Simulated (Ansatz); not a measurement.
A band-structure calculation of In3GaP4, ordered on the zincblende lattice (Pmm2) with 8 atoms a cell with the PAW code Ansatz, at the level PBE. The geometry is the r2SCAN minimum.

input.yaml:
```yaml
crystal:
  lattice:
    - [4.0890314001, 0.0, 0.0]
    - [0.0, 8.1951560857, 0.0]
    - [0.0, 0.0, 5.7988434845]
  atoms:
    - { symbol: Ga, position: [0.0, 0.0, -0.0029833126] }
    - { symbol: P, position: [0.5, 0.0, 0.2202250245] }
    - { symbol: In, position: [0.5, 0.2405618713, 0.4996701157] }
    - { symbol: P, position: [0.0, 0.2367587638, 0.761019157] }
    - { symbol: In, position: [0.0, 0.5, 0.0011252766] }
    - { symbol: P, position: [0.5, 0.5, 0.260254466] }
    - { symbol: In, position: [0.5, 0.7594381287, 0.4996701157] }
    - { symbol: P, position: [0.0, 0.7632412362, 0.761019157] }
kpoints:
  mp_grid: { grid: [6, 4, 4] }
  band_path:
    path:
      - [[0.0, 0.0, 0.0], [0.5, 0.0, 0.0], [0.5, 0.5, 0.0], [0.0, 0.5, 0.0], [0.0, 0.0, 0.0], [0.0, 0.0, 0.5], [0.5, 0.0, 0.5], [0.5, 0.5, 0.5], [0.0, 0.5, 0.5], [0.0, 0.0, 0.5]]
      - [[0.5, 0.0, 0.0], [0.5, 0.0, 0.5]]
      - [[0.0, 0.5, 0.0], [0.0, 0.5, 0.5]]
      - [[0.5, 0.5, 0.0], [0.5, 0.5, 0.5]]
    npoints: 10
hamiltonian:
  xc: pbe
scf:
  occupations: { method: fermi_dirac, width: 0.02 }
  n_extra_bands: 6
output:
  forces: true
  stress: true
  eigenvalues: true
```

Command: `ansatz run input.yaml --threads 4 --pin off --max-ram 6451MiB --backend cpu --events-out ev --progress --plain --runs-dir out`. It took 25 s on 4 threads of Arm Neoverse V1, with other jobs on the host, load about 0.6 per core; peak host memory 0.85 GiB.

Main lines of the log:
```
scf.n_extra_bands = 6 over 36 filled bands (N_el = 72.0): the run solves 42 bands
Functional definition: PBE
Crystal: 8 atoms, lattice volume = 194.321 Å³
Basis set: ecut = 420 eV, 3801 PW (Γ)
Symmetry: 4 space group operations
Space group: Pmm2 (ITA 25)
k-points: 36 of 96 (time reversal used)
preconditioner: auto → Resta (q_TF=auto, 2.312 Å⁻¹)  ε∞=4.0  [insulator: Δε(μ)=0.724 eV  σ=0.020 eV  ℏωp=22.6 eV]
SCF converged after 7 iterations
Free energy (F): -23601.426113 eV
Fermi energy:    7.243324 eV
--- Per-component energies (eV) ---
  E_band       = -225.326965
  E_kinetic    = 1125.274714
  E_local      = -6466.773696
  E_nonlocal   = 1663.292076
  E_hartree    = 2703.578277
  E_xc         = -959.701479
  E_vxc        = -597.480748
  E_paw        = -16734.386806
  E_vpaw       = -1356.795603
  E_ewald      = -4932.709177
--- Forces (eV/Å), atoms counted from 1 ---
  atom   1  Ga      0.00000      0.00000      0.03173
  atom   2  P       0.00000      0.00000    -0.00115
  atom   3  In      0.00000    -0.00473    -0.00094
  atom   4  P       0.00000      0.02925    -0.00824
  atom   5  In      0.00000      0.00000    -0.01566
  atom   6  P       0.00000      0.00000      0.00344
  atom   7  In      0.00000      0.00473    -0.00094
  atom   8  P       0.00000    -0.02925    -0.00824
--- Stress (GPa, compression-positive) ---
        1.839074       0.000000       0.000000
        0.000000       1.831717       0.000000
        0.000000       0.000000       1.810374
  P = ⅓ Tr σ = 1.8271 GPa (18.271 kbar)
--- Band table (eV; the first three rows and the last of 36) ---
  k-point 0: bands = […, 4.5105, 5.6914, 5.9562, 6.7785, 6.8326, 6.8727, 7.6079, 8.5186, 8.9284, 9.7207, …]
  k-point 1: bands = […, 4.9522, 5.2483, 5.7026, 5.9932, 6.3117, 6.3792, 8.5380, 8.8732, 9.1977, 9.4084, …]
  k-point 2: bands = […, 5.5394, 5.5734, 5.8274, 5.8897, 5.8993, 6.0315, 8.0918, 8.4689, 9.1989, 9.2954, …]
  k-point 35: bands = […, 4.1904, 4.2024, 5.1504, 5.1750, 5.1957, 5.2308, 9.8739, 9.9309, 9.9745, 10.1005, …]
```

The rows of the band table are 0: (0, 0, 0) = Γ, 1: (0, 0, 1/4), 2: (0, 0, -1/2) = Z, 35: (-1/2, -1/2, -1/2) = R.

Levels along the path, in eV from the valence top (v1 is the last filled band, c1 the first empty one):
```
point  distance (1/Å)     v3     v2     v1    c1    c2
    Γ            0.00  -0.09  -0.04   0.00  0.74  1.65
    ·            0.38  -1.93  -1.14  -0.28  2.07  2.49
    X            0.77  -2.28  -1.22  -0.95  1.70  1.74
    ·            0.96  -2.28  -1.67  -1.39  1.98  2.03
    S            1.15  -2.19  -2.07  -2.00  2.72  2.74
    ·            1.54  -1.46  -1.44  -1.34  2.30  2.48
    Y            1.92  -1.10  -0.34  -0.14  1.72  2.45
    ·            2.11  -0.59  -0.38  -0.05  1.51  1.90
    Γ            2.30  -0.09  -0.04   0.00  0.74  1.65
    ·            2.57  -0.88  -0.56  -0.49  1.67  2.00
    Z            2.85  -0.98  -0.97  -0.84  1.22  1.60
    ·            3.23  -1.45  -1.39  -1.09  2.25  2.54
    U            3.61  -1.03  -1.00  -0.85  1.31  1.53
    ·            3.81  -1.60  -1.19  -1.17  2.06  2.21
    R            4.00  -1.70  -1.68  -1.64  3.00  3.06
    ·            4.38  -1.11  -1.10  -0.89  2.84  2.91
    T            4.76  -1.12  -1.07  -1.04  1.99  2.52
    ·            4.96  -1.13  -1.03  -0.91  1.56  1.91
    Z            5.15  -0.98  -0.97  -0.84  1.22  1.60
    X            5.15  -2.28  -1.22  -0.95  1.70  1.74
    ·            5.37  -2.23  -1.21  -0.91  2.30  2.33
    ·            5.64  -1.09  -1.06  -0.86  1.36  1.59
    U            5.69  -1.03  -1.00  -0.85  1.31  1.53
    Y            5.69  -1.10  -0.34  -0.14  1.72  2.45
    ·            5.85  -0.81  -0.48  -0.25  1.62  2.15
    ·            6.12  -1.01  -0.83  -0.80  1.85  2.13
    T            6.23  -1.12  -1.07  -1.04  1.99  2.52
    S            6.23  -2.19  -2.07  -2.00  2.72  2.74
    ·            6.34  -2.05  -2.01  -1.88  2.49  2.59
    ·            6.61  -1.72  -1.67  -1.65  2.63  2.67
    R            6.77  -1.70  -1.68  -1.64  3.00  3.06
```

The PBE gap is direct at Γ: 0.74 eV. With the atoms held, the mean pressure is +1.83 GPa (compression positive). The largest force is 0.03 eV/Å.

The calculation is spin-unpolarised, and the structure need not be a phase that has been made.

Spin-orbit coupling is left out, which matters wherever the heavy atoms make up the band edges.
